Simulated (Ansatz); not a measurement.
Input and command of a plane-wave DFT calculation in Ansatz:

```yaml
crystal:
  lattice:
    - [0.0, 5.4230321776, 5.4230321776]
    - [5.4230321776, 0.0, 5.4230321776]
    - [5.4230321776, 5.4230321776, 0.0]
  atoms:
    - { symbol: Cs, position: [0.75, 0.75, 0.75] }
    - { symbol: Cs, position: [0.25, 0.25, 0.25] }
    - { symbol: Sc, position: [0.0, 0.0, 0.0] }
    - { symbol: Ag, position: [0.5, 0.5, 0.5] }
    - { symbol: Br, position: [0.7377519416, 0.2231311904, 0.2622480584] }
    - { symbol: Br, position: [0.2426896244, 0.2426896244, 0.7964272437] }
    - { symbol: Br, position: [0.2622480584, 0.7768688096, 0.7377519416] }
    - { symbol: Br, position: [0.2231311904, 0.7377519416, 0.2622480584] }
    - { symbol: Br, position: [0.7768688096, 0.2622480584, 0.7377519416] }
    - { symbol: Br, position: [0.7573103756, 0.7573103756, 0.2035727563] }
basis:
  ecutwfc: 420
kpoints:
  mp_grid: { grid: [4, 4, 4] }
hamiltonian:
  xc: pbesol
scf:
  occupations: { method: gaussian, width: 0.05 }
output:
  forces: true
  stress: true
  eigenvalues: true
```

```bash
ansatz run input.yaml --threads 2 --pin off --max-ram 5120MiB --backend cpu --events-out ev --progress --plain --runs-dir out
```

Processor: Arm Neoverse V1, 2 threads, on a host shared with other jobs.

**Question.** Estimate time, memory and problem size.

**Answer.** About 15 s on 2 threads of Arm Neoverse V1, on a shared host, peak memory 0.82 GiB. It solves 55 bands at 24 k points (the mesh reduced by the symmetry that the task leaves, which can be less than the crystal's) with about 6231 plane waves, in 7 SCF iterations.
